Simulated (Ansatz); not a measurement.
Method: r2SCAN, no spin polarisation; PAW, plane waves to 500 eV, 11×11×5 Γ-centred mesh, fermi-dirac occupations (width 0.1 eV) (Ansatz 0.2.0), atoms fixed.

Computed maps in the lattice plane spanned by b (left to right, 3.00 Å, 9 points from zero) and c (bottom to top, 7.58 Å, 23 points from zero), 90° apart, at height 0.750 along a. The fields are smooth PAW ones with compensation charges, not the true ones near nuclei.

Valence density. Digits on a logarithmic scale: 0 up to 0.03 e/Å³, each further digit a factor of 1.6, 9 from 1.3 e/Å³ up:
```
555556666
555555665
555556776
755568999
965579999
965589999
965589999
755569999
654456887
544455666
543456666
643456777
654456667
654467667
655556777
555556666
555555555
555555666
655556887
755568999
855569999
755569999
655557897
```

ELF. Ten even steps from '0' (0.01) to '9' (0.78):
```
443344434
443344434
333332222
323324565
522236666
621247426
621247546
322225676
222222343
321124444
520137998
730158768
741266003
852377104
742368658
532246777
421234555
332233333
333333222
333332001
233331050
333332001
332333223
```

**Question.** The cell is GaBPd. Which atoms lie within 0.2 Å of this plane, and where (fractions of b and c)?

**Answer.** Pd at (0.75, 0.73), Ga at (0.75, 0.09), B at (0.75, 0.42). The whole cell:
```yaml
crystal:
  lattice:
    - [3.00472, 0.00000, 0.00000]
    - [0.00000, 3.00472, 0.00000]
    - [0.00000, 0.00000, 7.57625]
  atoms:
    - { symbol: Pd, position: [0.75000, 0.75000, 0.73063] }
    - { symbol: Pd, position: [0.25000, 0.25000, 0.26937] }
    - { symbol: Ga, position: [0.25000, 0.25000, 0.91460] }
    - { symbol: Ga, position: [0.75000, 0.75000, 0.08540] }
    - { symbol: B, position: [0.75000, 0.75000, 0.41520] }
    - { symbol: B, position: [0.25000, 0.25000, 0.58480] }
```

Origin: a known structure type with other elements, at an estimated volume, so it need not be a known compound. Caveats: atoms or cell far from equilibrium.
